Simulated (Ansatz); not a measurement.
A geometry of Zn away from equilibrium: step 2 of the relaxation of a generated trial cell of Zn in the AFLOW prototype A_oP8_62_2c (A_c). Calculation: r2SCAN (plane waves to 500 eV, PAW, scalar-relativistic; Ansatz, a quantum-chemistry and plane-wave program). Γ-centred k-mesh 6×8×7 on the run's cell (coarser than for final values), Fermi–Dirac smearing 0.05 eV.

```xyz
8
Lattice="6.0946 0.0000 0.0000 0.0000 4.3287 0.0000 0.0000 0.0000 4.5703" Properties=species:S:1:pos:R:3:forces:R:3 pbc="T T T" free_energy=-26603.834 pressure_GPa=2.9
Zn     2.9394     1.0822     1.3773    0.6478    0.0000    0.2941
Zn     5.9867     1.0822     0.9078    0.6478    0.0000   -0.2941
Zn     3.1552     3.2465     3.1930   -0.6478    0.0000   -0.2941
Zn     0.1079     3.2465     3.6625   -0.6478    0.0000    0.2941
Zn     1.1531     1.0822     3.0522    0.2483    0.0000    0.3845
Zn     4.2004     1.0822     3.8033    0.2483    0.0000   -0.3845
Zn     4.9415     3.2465     1.5181   -0.2483    0.0000   -0.3845
Zn     1.8942     3.2465     0.7670   -0.2483    0.0000    0.3845
```

Positions in Å, forces in eV/Å, free energy of the cell in eV (comparable only within this code, potentials and settings). Largest force: 0.71 eV/Å, on Zn1, Zn2, Zn3, Zn4 (atoms numbered as listed); the geometry lies 0.17 eV/atom above the end of its relaxation.

No spin polarisation in the result.

The run could not lower the symmetry of its start; a shaken copy of this end point relaxes with r2SCAN to P2₁/m (No. 11) at a tolerance of 0.01 Å, Cmcm (No. 63) at 0.1 Å, 0.02 eV/atom lower.

The end of the path is a generated cell of Zn: the first start was made by placing the elements on the sites of a structure type, and the end was not matched to a known phase here, so it may be hypothetical. Known forms of Zn include space group No. 194.
